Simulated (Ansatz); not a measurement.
Data sheet: C (DFT)

C:
```
CELL_PARAMETERS angstrom
      0.00000     3.74479     3.74479
      3.74479     0.00000     3.74479
      3.74479     3.74479     0.00000
ATOMIC_POSITIONS crystal
  C  0.57055 0.28836 0.57055
  C  0.96164 0.67945 0.67945
  C  0.57055 0.57055 0.28836
  C  0.67945 0.96164 0.67945
  C  0.57055 0.57055 0.57055
  C  0.67945 0.67945 0.67945
  C  0.28836 0.57055 0.57055
  C  0.67945 0.67945 0.96164
```

Space group Fd-3m (No. 227); conventional cell a = b = c = 7.4896 Å, α = β = γ = 90.00°.

Method: plane-wave PAW PBEsol (Ansatz code). Geometry: relaxed at this level of theory. Other levels are named where they apply.

Cell and energy:

```
Quantity              Value
---------------  ----------
Volume per atom    13.13 Å³
Density          1.52 g/cm³
```

Electronic structure:

```
Quantity                                                                                             Result
------------------------------------------------  ---------------------------------------------------------
Band gap                                                                                   2.25 eV (direct)
Valence-band maximum                                                                                   at Γ
Conduction-band minimum                                                                                at Γ
Electron effective mass, band 1 of 3 at the edge    0.98 along [100], 0.98 along [110], 27 along [111] (mₑ)
Electron effective mass, band 2 of 3 at the edge  0.98 along [100], 0.59 along [110], 0.23 along [111] (mₑ)
Electron effective mass, band 3 of 3 at the edge  0.15 along [100], 0.17 along [110], 0.23 along [111] (mₑ)
Hole effective mass, band 1 of 2 at the edge      0.50 along [100], 0.33 along [110], 0.25 along [111] (mₑ)
Hole effective mass, band 2 of 2 at the edge      0.17 along [100], 0.20 along [110], 0.25 along [111] (mₑ)
HSE06 gap on the PBEsol cell                                                                        3.20 eV
```

Mechanics:

```
Quantity                                                                       Value
--------------------------------------------  --------------------------------------
Bulk modulus (Birch–Murnaghan fit)                                           163 GPa
Pressure derivative B′                                                           3.8
Elastic constants (relaxed ions, GPa)               C11 = 198, C12 = 146, C44 = 69.5
Mechanical stability                          stable (all eigenvalues of C positive)
Hill bulk and shear moduli                                          164 and 46.9 GPa
Young's modulus                                                              128 GPa
Poisson's ratio                                                                 0.37
Debye temperature from the elastic constants                                   790 K
```

Dielectric response:

```
Quantity                                  Value
----------------------------------------  -----
Electronic dielectric constant ε∞ (DFPT)   4.34
```

Phonons:

```
Item                                                   Result
-------------------------------  ----------------------------
Highest zone-centre frequency                       1818 cm⁻¹
Zone-centre stability                  no imaginary mode at Γ
Dynamical stability on the path  stable (no imaginary branch)
Zero-point energy                              149.9 meV/atom
Vibrational entropy at 300 K           7.5 J/(K·mol of atoms)
```

The start of the workflow was typed in or built on a structure type. Its sites differ from those of the usual phase in this space group: another stacking or structure type. The cell was relaxed with PBEsol under the symmetry of its start.

Potentials: the earlier of the program's two PAW sets. The files were generated under PBE; for other functionals the program regenerates the frozen cores, and for LDA and PBEsol the local potential too.
